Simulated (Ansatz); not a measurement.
Given:

C:
```
CELL_PARAMETERS angstrom
      3.80228     0.00000     0.00000
      0.00000     3.80228     0.00000
      0.00000     0.00000     4.68131
ATOMIC_POSITIONS crystal
  C  0.92429 0.07571 0.75000
  C  0.42429 0.42429 0.00000
  C  0.07571 0.92429 0.25000
  C  0.57571 0.57571 0.50000
  C  0.62087 0.16670 0.53359
  C  0.33330 0.12087 0.78359
  C  0.37913 0.83330 0.03359
  C  0.66670 0.87913 0.28359
  C  0.12087 0.33330 0.21641
  C  0.83330 0.37913 0.96641
  C  0.87913 0.66670 0.71641
  C  0.16670 0.62087 0.46641
```

This is the PBE-relaxed structure.

Q: All from DFT-PBE in the program Ansatz with PAW potentials, unless another level is named. Give the band gap.

A: 4.97 eV (indirect).

Q: Next, the electron effective mass?

A: 0.43 mₑ (isotropic).

Q: Give the valence-band maximum.

A: on the M–Γ line, 40 % of the way from M.

Space group P4_12_12. The start of the workflow was typed in or built on a structure type; neither database checked (COD, Materials Project) lists it. It is not the phase usual at ambient conditions (space group No. 194, 227). The PBE relaxation kept the symmetry of its start; its stability against distortions is not shown here. The volume moved by 26 % from the start of the relaxation.

Potentials: the earlier of the program's two PAW sets.
